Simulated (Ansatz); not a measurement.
Task: Name crystals whose computed values (plane-wave PAW PBEsol (Ansatz code)) fall in these windows: electron conductivity mass (mₑ) 0.23 to 0.30; ε∞ 2.8 to 4.0; Θ_D (K) 140 to 180.

Result: 

```tsv
crystal	electron conductivity mass (mₑ)	ε∞	Θ_D (K)
NaI, rock salt	0.26	3.48	161
```
Others may fit too.

The cell was relaxed under the symmetry of its start. Spin–orbit coupling is left out wherever it is not named.

Potentials: the later of the program's two PAW sets.
